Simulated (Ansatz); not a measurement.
Input:

NiSi$_{2}$ (fluorite type, space group Fm-3m) is sheared across one {100} plane: the third cell vector gains the shift, so faults repeat every 8.1 Å. The cut lies between planes 1.35 Å apart; the cell height is held.

```yaml
crystal:
  lattice:
    - [3.80918, 0.00000, 0.00000]
    - [0.00000, 3.80918, 0.00000]
    - [1.90459, 1.90459, 8.08048]
  atoms:
    - { symbol: Ni, position: [0.00000, 0.00000, 0.91667] }
    - { symbol: Ni, position: [0.33333, 0.33333, 0.25000] }
    - { symbol: Ni, position: [0.66667, 0.66667, 0.58333] }
    - { symbol: Si, position: [0.91667, 0.41667, 0.08333] }
    - { symbol: Si, position: [0.25000, 0.75000, 0.41667] }
    - { symbol: Si, position: [0.58333, 0.08333, 0.75000] }
    - { symbol: Si, position: [0.41667, 0.91667, 0.08333] }
    - { symbol: Si, position: [0.75000, 0.25000, 0.41667] }
    - { symbol: Si, position: [0.08333, 0.58333, 0.75000] }
```

In-plane vectors a = (3.809, 0.000) Å, b = (0.000, 3.809) Å, area 14.51 Å². The shift is s times the vector a + b (length 5.387 Å), so s = 1 restores the start. The shift is rigid: no atom relaxes. γ = [E(shift) − E(0)] / area.

All values below come from r2SCAN (plane waves to 500 eV, PAW, scalar-relativistic; Ansatz, a first-principles code). k mesh 11×11×11 (Γ-centred), Fermi-Dirac smearing 0.05 eV. Energies are extrapolated to zero smearing. With partly filled bands, the k mesh leaves noise in γ, roughly 0.02 J/m² as judged from a few cases. Faults lie only 8.1 Å apart, and holding the cell height and the atoms raises γ above its relaxed value. On this mesh the relaxed cell isn't quite at rest: it carries a pressure of -0.1 GPa (compression positive) at the zero of the scan. NiSi2 is run without spin polarisation. NiSi2 was relaxed with its symmetry unable to fall. γ is measured from zero shift.

The scan covers s from 0.000 to 0.917 in 12 points.

Task: At which s is γ highest?

Result: s = 0.250 and s = 0.750.

Task: Does γ have a local minimum between the ends of the line, and at which s?

Result: s = 0.500.

Task: What is the highest γ among twelve even steps of s?

Result: 3.39 J/m².

Task: What is γ at the local minimum s = 0.500?

Result: 1.42 J/m².

(The slope of γ gives the shear force per area between the displaced halves; near zero shift its curvature is an elastic stiffness.)
